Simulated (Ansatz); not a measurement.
**What DFT gives for ZrB$_{2}$N$_{2}$**

```
N B Zr
1.0
     5.14616    0.00000    0.00000
     0.00000    5.14616    0.00000
     0.00000    0.00000    3.41215
N B Zr
4 4 2
Direct
  0.16300 0.66300 0.50000
  0.33700 0.16300 0.50000
  0.83700 0.33700 0.50000
  0.66300 0.83700 0.50000
  0.36400 0.86400 0.50000
  0.13600 0.36400 0.50000
  0.63600 0.13600 0.50000
  0.86400 0.63600 0.50000
  0.00000 0.00000 0.00000
  0.50000 0.50000 0.00000
```

Single point in Ansatz 0.2.0 with r2SCAN, no spin polarisation. Cutoff 500 eV, PAW datasets, 5×5×8 Γ-centred k mesh, fermi-dirac filling (width 0.0113 eV).

Problem. Is it stable against the elements?

Solution. -0.08 eV an atom against the elements' usual phases (free molecules for gases, crystals otherwise, with no correction for O₂ or N₂), so it is bound against them; other compounds may still compete. Relaxing would lower it.

Problem. Give the Bader charges.

Solution. Bader charges in e: Zr +1.39, B +1.70, N -2.40. In the mean B gives up most and N takes most.

Problem. Which atom feels the largest force, and which way?

Solution. The largest is on N2 (and as large on other atoms): 2.17 eV/Å, components (1.54, -1.54, 0.00). It makes 180° with the line to a nearest neighbour, B6 at 1.46 Å, pointing away from it.

Problem. Metal or insulator?

Solution. It is a metal, with about 4.1 states/eV a cell as the mean within 0.25 eV of the Fermi level, mostly Zr d (56 %) and B p (19 %).

Origin: a known structure type with other elements, at an estimated volume, so it need not be a known compound. Caveats: many states at the Fermi level without spin polarisation, so a magnetic state may lie lower; atoms or cell far from equilibrium.
